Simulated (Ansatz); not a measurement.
Relaxed candidate structures of Rh:

A. P6/mmm (No. 191), hP2; a = b = 4.201 Å, c = 2.452 Å, α = β = 90.00°, γ = 120.00°; Rh 2c (0.333, 0.667, 0.000)

B. Fd-3m, origin choice 1 (No. 227), cF24; a = b = c = 7.020 Å, α = β = γ = 90.00°; Rh 8a (0.000, 0.000, 0.000); Rh 16d (0.625, 0.625, 0.625)

C. P6/mmm (No. 191), hP1, AFLOW prototype A_hP1_191_a (A_f, as in Sn); a = b = 2.602 Å, c = 2.506 Å, α = β = 90.00°, γ = 120.00°; Rh 1a (0.000, 0.000, 0.000)

D. Fm-3m (No. 225), cF4, fcc (Cu type); a = 3.780 Å, b = 3.780 Å, c = 3.780 Å, α = 90.00°, β = 90.00°, γ = 90.00°; Rh 4b (0.500, 0.500, 0.500)

E. I4/mmm (No. 139), tI4; a = b = 2.6495 Å, c = 8.4522 Å, α = β = γ = 90.00°; Rh 4e (0.000, 0.000, 0.142)

**Question.** Rank these by energy per atom (lowest first), as PBEsol (plane waves to 420 eV, PAW, scalar-relativistic; Ansatz, a first-principles code) gives it.

**Answer.** D (reference, the lowest among the structures calculated here), E (+0.40 eV/atom), B (+0.51 eV/atom), C (+0.55 eV/atom), A (+1.13 eV/atom)

Each run could gain symmetry but not lose that of its start, so entries can be saddle points. From databases, or of a type measured for this composition: Fm-3m, cF4, fcc (Cu type); the others are generated cells (placed on structure types, drawn at random, substituted or restacked) that were not matched to a known phase here. Static energies at zero pressure. No spin polarisation in the result.
